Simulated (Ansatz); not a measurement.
Values for one crystal, relaxed and computed with PBE (plane waves, PAW; program Ansatz); other levels are named.

```yaml
volume_per_atom: 21.75 Å³
band_gap: 1.62 eV (indirect)
conduction_band_minimum: on the H–K line, 53 % of the way from H (4 equivalent valleys)
Formation energy from the elements (no fitted shifts): -0.83 eV/atom
valence_band_maximum: at Γ
smallest_direct_gap_on_the_standard_path: 1.80 eV
```

**Question.** Which compound is it?
(A) SnO2, rutile
(B) GeS, Pnma (Ge on 4c, S on 4c)
(C) WS2, P6_3/mmc (W on 2c, S on 4f)
(D) ZrS2, CdI2 type

**Answer.** C, WS2, P6_3/mmc (W on 2c, S on 4f)

Symmetry was held in the PBE relaxation. No spin polarisation was allowed. The volume lies over 15 % above that of the usual cell of this phase: another minimum, or an error of the functional. A crystal of weakly bound layers computed without a dispersion correction: the cell and the soft elastic constants depend strongly on that. The references are the lowest solids computed at this level, not always the standard phases. Spin–orbit coupling is left out wherever it is not named.

Potentials: the earlier of the program's two PAW sets.
